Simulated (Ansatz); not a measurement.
Data:

BeSe:
```yaml
crystal:
  lattice:
    - [0.00000, 2.54067, 2.54067]
    - [2.54067, 0.00000, 2.54067]
    - [2.54067, 2.54067, 0.00000]
  atoms:
    - { symbol: Se, position: [0.75000, 0.75000, 0.75000] }
    - { symbol: Be, position: [0.00000, 0.00000, 0.00000] }
```

This is the LDA-relaxed structure. Tensor components refer to the Cartesian frame of this cell.

Q: All from plane-wave PAW LDA (Ansatz code), unless another level is named. Estimate the piezoelectric stress constants (proper, relaxed ions, C/m²).

A: e14 = e25 = e36 = 0.18.

Q: Predict the Young's modulus.

A: 139 GPa.

Q: Next, the zero-point energy?

A: 62.6 meV/atom.

Space group F-43m (zinc blende). Symmetry was held in the LDA relaxation; phonons on a q-mesh show no instability.

Potentials: the later of the program's two PAW sets.
